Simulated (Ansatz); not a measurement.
**Yb₃SnO: relaxation (Ansatz)**

Launch command:

```bash
ansatz run input.yaml --threads 2 --pin off --max-ram 3584MiB --backend cpu --events-out ev --progress --plain --runs-dir out
```

Input:

```yaml
crystal:
  lattice:
    - [4.797625, 0.0, 0.0]
    - [0.0, 4.797625, 0.0]
    - [0.0, 0.0, 4.797625]
  atoms:
    - { symbol: Sn, position: [0.0, 0.0, 0.0] }
    - { symbol: O, position: [0.5, 0.5, 0.5] }
    - { symbol: Yb, position: [0.0, 0.5, 0.5] }
    - { symbol: Yb, position: [0.5, 0.0, 0.5] }
    - { symbol: Yb, position: [0.5, 0.5, 0.0] }
kpoints:
  mp_grid: { grid: [5, 5, 5], shift: [0, 0, 0] }
magnetization:
  spin_polarized: false
scf:
  occupations: { method: fermi_dirac }
  lower_state_search: "off"
hamiltonian:
  pseudopotentials: { kind: paw }
  xc: r2scan
basis:
  ecutwfc: 500
  fft_grid_basis: typed
relax:
  max_steps: 60
  cell: { p_target: 20.0 }
  f_tol: 0.03
output:
  forces: true
  stress: true
  eigenvalues: true
  bader: true
  populations: true
  elf: true
  write_potential: true
  volumetric_format: npy
  dos:
    e_range: [-12, 8]
    de: 0.05
    projected: { site_lists: { O: [O], Sn: [Sn], Yb: [Yb] } }
  write_density: true
checkpoint:
  read: saved_state
```

Origin of the cell: a database entry, scaled a little.

The smearing width isn't typed, so it takes its default of 0.1 eV.

The saved state is a converged single point of the same cell.

Steps («new basis» is an SCF on plane waves selected anew at the same cell):

```csv
step,ΔH (meV/atom),max force component (eV/Å),P (GPa),volume (Å³),SCF iterations,step was
1,0.0,0.000,-1.73,110.43,10,accepted
2,-308.6,0.000,11.32,95.05,11,accepted
3,-338.7,0.000,23.62,87.01,11,accepted
4,-343.0,0.000,19.68,89.24,9,accepted
5,-343.1,0.000,20.00,89.05,8,accepted
6,-342.3,0.000,20.00,89.05,9,new basis
```

The starting structure.

Space group Pm-3m (No. 221); the run's cell has a = 4.798 Å, b = 4.798 Å, c = 4.798 Å, α = 90.00°, β = 90.00°, γ = 90.00°. Shortest distances: O–Yb 2.40 Å, Sn–Yb 3.39 Å, Yb–Yb 3.39 Å.

The relaxed structure.

Space group Pm-3m (No. 221); the run's cell has a = 4.466 Å, b = 4.466 Å, c = 4.466 Å, α = 90.00°, β = 90.00°, γ = 90.00°. Shortest distances: O–Yb 2.23 Å, Sn–Yb 3.16 Å, Yb–Yb 3.16 Å.

```xyz
5
Lattice="4.4655 0.0000 0.0000 0.0000 4.4655 0.0000 0.0000 0.0000 4.4655" Properties=species:S:1:pos:R:3 pbc="T T T"
Sn    0.0000    0.0000    0.0000
O     2.2328    2.2328    2.2328
Yb    0.0000    2.2328    2.2328
Yb    2.2328    0.0000    2.2328
Yb    2.2328    2.2328    0.0000
```

- Enthalpy lowered by: 342.3 meV/atom
- Volume change: -19.36 %
- Final pressure: 20.00 GPa
- Relaxation steps listed: 6

Caveats: f shells without a U or exact exchange are poorly placed; no spin polarisation, so a magnetic state may lie lower; no spin-orbit coupling, though heavy elements are present; the relaxation held the start's symmetry, so the end may be a saddle point.

Time: 110 s on 2 threads of Arm Neoverse N1, with other jobs on the host, peak memory 0.73 GiB, from a saved density.
